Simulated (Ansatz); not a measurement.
## In: computed property card

In:
```xyz
1
Lattice="3.0397 0.0000 0.0000 0.0000 3.0397 0.0000 0.0000 0.0000 3.0397" Properties=species:S:1:pos:R:3 pbc="T T T"
In     0.0000     0.0000     0.0000
```

Space group Pm-3m (No. 221), simple cubic; conventional cell a = 3.0397 Å, b = 3.0397 Å, c = 3.0397 Å, α = 90.00°, β = 90.00°, γ = 90.00°.

Method: plane-wave PAW r²SCAN (Ansatz code). Structure relaxed to zero pressure with the same functional. Other levels are named where they apply.

**Cell and energy**

- Volume per atom: 28.09 Å³
- Density: 6.79 g/cm³

**Electronic structure**

* **Electronic character**: metallic (no gap)
* **Density of states at the Fermi level**: 0.52 states/eV per atom (mean over ±0.08 eV)
* **Gap with spin–orbit coupling**: none (metallic)

**Mechanics**

* **Bulk modulus (Birch–Murnaghan fit)**: 37.4 GPa
* **Pressure derivative B′**: 5.6
* **Elastic constants (relaxed ions, GPa)**: C11 = 86.8, C12 = 14.9, C44 = -5.3
* **Mechanical stability**: unstable (C has a negative eigenvalue)

The cell is a constructed one: a structure type filled with these elements; neither database checked (COD, Materials Project) lists it. It is not the phase usual at ambient conditions (space group No. 139). The r²SCAN relaxation kept the symmetry of its start. As this level gives no gap, shear constants depend on the k-mesh and smearing (Fermi–Dirac, 0.1 eV here). Scalar-relativistic: spin–orbit coupling is off unless named, which matters more the heavier the elements.

Potentials: the later of the program's two PAW sets.
